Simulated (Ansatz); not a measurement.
La2O3:
```xyz
5
Lattice="3.9352 0.0000 0.0000 -1.9676 3.4080 0.0000 0.0000 0.0000 6.1264" Properties=species:S:1:pos:R:3 pbc="T T T"
La     0.0000     2.2720     1.5079
La     1.9676     1.1360     4.6185
O      0.0000     0.0000     0.0000
O      0.0000     2.2720     3.9584
O      1.9676     1.1360     2.1680
```

Relaxed with r²SCAN.

Question: Tabulate the valence density and the electron localisation function along the shortest La–O contact (2.37 Å), the program Ansatz at the r²SCAN level (PAW).

Answer: 

```tsv
distance from La (Å)	density (e/Å³)	ELF
0.24	1.39	0.04
0.35	1.48	0.21
0.47	1.58	0.50
0.59	1.62	0.71
0.71	1.51	0.80
0.83	1.25	0.81
0.95	0.94	0.72
1.06	0.67	0.50
1.18	0.50	0.26
1.30	0.46	0.20
1.42	0.54	0.34
1.54	0.77	0.61
1.66	1.22	0.78
1.77	2.08	0.82
1.89	3.46	0.79
2.01	5.11	0.69
2.13	6.52	0.50
```

The density is the valence pseudo-density with augmentation charge, so density and ELF within about 1 Å of a nucleus are not all-electron values.

Space group P-3m1 (La2O3 or Ni2Al3 type). The cell was relaxed with r²SCAN under the symmetry of its start; phonons on a q-mesh show no instability. Scalar-relativistic: spin–orbit coupling is off unless named, which matters more the heavier the elements.

Potentials: the later of the program's two PAW sets.
